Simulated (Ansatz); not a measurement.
Sc (hcp (Mg type), P6_3/mmc) under volume change, DFT-LDA in the program Ansatz with PAW potentials, shape and atoms relaxed at each volume.

```
V (Å³/atom)  E − E(relaxed) (meV/atom)  P (GPa)
-----------  -------------------------  -------
20.490                            40.0     6.77
21.165                            17.0     4.22
21.840                             4.1     1.97
22.516                             0.0     0.00
23.191                             3.7    -1.73
23.867                            14.3    -3.26
24.542                            30.9    -4.59
```

Task: What does a third-order Birch–Murnaghan fit give for V₀, B₀ and B′?

Result: V₀ = 22.52 Å³/atom, B₀ = 61.5 GPa, B′ = 3.3.

The cell was relaxed with LDA under the symmetry of its start. No spin polarisation was allowed.

Potentials: the later of the program's two PAW sets.
